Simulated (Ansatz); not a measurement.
## SrMg (Pm-3m), stationary points along a deformation path

Level of theory: DFT PBEsol, scalar-relativistic, plane waves, PAW in Ansatz. Settings: plane waves to 420 eV, k-mesh 14×14×14 (Γ-centred), Gaussian smearing 0.15 eV. No spin polarisation. Energies are free energies at this smearing, counted from the undisturbed cell; pressure is positive in compression.

Zero of the scan (as given, not relaxed at this level; it stands at 4.9 GPa, and it needn't be the usual structure):

```yaml
crystal:
  lattice:
    - [3.90000, 0.00000, 0.00000]
    - [0.00000, 3.90000, 0.00000]
    - [0.00000, 0.00000, 3.90000]
  atoms:
    - { symbol: Sr, position: [0.50000, 0.50000, 0.50000] }
    - { symbol: Mg, position: [0.00000, 0.00000, 0.00000] }
```

At fixed volume and fractional coordinates, lengths along (0.577, 0.577, 0.577) are scaled against those across it; ρ is that ratio over its starting value. V = 29.659 Å³/atom. Δσ is the stress along the axis less the mean stress across it (compression positive).

```csv
ρ,ΔE (meV/atom),Δσ (GPa),space group
0.500,3204.1,98.63,R-3m
0.600,1488.5,56.87,R-3m
0.710,588.5,31.35,R-3m
0.850,116.5,12.27,R-3m
0.930,21.9,5.00,R-3m
1.000,0.0,0.00,Pm-3m
1.080,21.8,-4.42,R-3m
1.200,109.2,-8.65,R-3m
1.410,306.5,-9.94,R-3m
1.700,470.1,-3.94,R-3m
2.000,507.3,0.00,Fm-3m
```

Q: How does the stress give the slope of the energy, and where is the energy stationary?

A: Along the path d ln(length) is 2/3 d ln ρ on the axis and −1/3 d ln ρ across it, so dE/d ln ρ = −(2/3) V Δσ: the energy falls with ρ where Δσ is positive. Δσ vanishes or changes sign at ρ = 1.000 (Pm-3m), a minimum at 0.0 meV/atom; at ρ = 2.000 (Fm-3m, an end of the scan), at 507.3 meV/atom. Pairs of stationary points between two samples would go unseen, and could change a minimum read from distant neighbours into a maximum. At ρ = 1.000, 2.000 the cell is cubic, where symmetry alone makes the stress isotropic and the slope zero.

Q: Which shear constant sets the curvature at ρ = 1?

A: For a cubic crystal E/V = (2/3) C (ln ρ)² with C = C44, so Δσ = −2C ln ρ. The parabola of Δσ against ln ρ through ρ = 0.930, 1 and 1.080 gives C ≈ 32 GPa with the ions clamped, rough because the steps are large. It is the stress–strain coefficient at this cell's pressure of 4.9 GPa, not the zero-pressure constant.

In a metal these slopes depend on the k mesh and the smearing.